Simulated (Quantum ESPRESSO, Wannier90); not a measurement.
**AlGaP$_{2}$ (P-4m2), plane waves to Wannier functions**

```yaml
crystal:
  lattice:
    - [3.86549, 0.00000, 0.00000]
    - [0.00000, 3.86549, 0.00000]
    - [0.00000, 0.00000, 5.45561]
  atoms:
    - { symbol: Al, position: [0.50000, 0.50000, 0.50000] }
    - { symbol: Ga, position: [0.00000, 0.00000, 0.00000] }
    - { symbol: P, position: [0.00000, 0.50000, 0.25039] }
    - { symbol: P, position: [0.50000, 0.00000, 0.74961] }
```

Materials Project entry mp-1228888; symmetrised, unrelaxed at this level. Not found in the COD (Crystallography Open Database) copy used; not checked further. Level: PBEsol, no spin polarisation, no spin-orbit coupling; pw.x of Quantum ESPRESSO at 64 Ry with PseudoDojo potentials, 8×8×6 k-points, Wannier90. Density: 8×8×6 mesh, cold smearing 0.01 Ry.

Base run: 16 functions from bands 6-31 of the 31 computed, start hydrogen-like Al: s;p; Ga: s;p; P: s;p, frozen window up to 2.97 eV relative to the valence-band maximum, outer window open. Rows change the key named; with other orbitals the number of functions and the frozen window follow, as listed; window edges are relative to the valence-band maximum. The misfit compares interpolated bands with pw.x on a high-symmetry path, for states up to 2.5 eV relative to the valence-band maximum. Converged means that the tolerances were met: symmetric starts can stop on a saddle, which shows as a larger Ω_OD at equal Ω_I and can move the misfit too.

| setting | functions | frozen to (eV) | Ω_I (Å²) | Ω_D (Å²) | Ω_OD (Å²) | rms misfit (meV) | worst (meV) | ended |
|---|---|---|---|---|---|---|---|---|
| base | 16 | 2.97 | 25.39 | 0.06 | 3.64 | 5.7 | 71 | converged |
| only the lowest 18 of the kept bands | 16 | 2.97 | 42.02 | 0.68 | 14.08 | 7.8 | 76 | converged |
| only the lowest 21 of the kept bands | 16 | 2.97 | 32.03 | 0.13 | 4.88 | 4.1 | 55 | converged |
| only the lowest 23 of the kept bands | 16 | 2.97 | 29.03 | 0.11 | 4.37 | 4.3 | 52 | converged |
| dis_mix_ratio = 0.2 | 16 | 2.97 | 25.39 | 0.06 | 3.64 | 5.7 | 71 | converged |
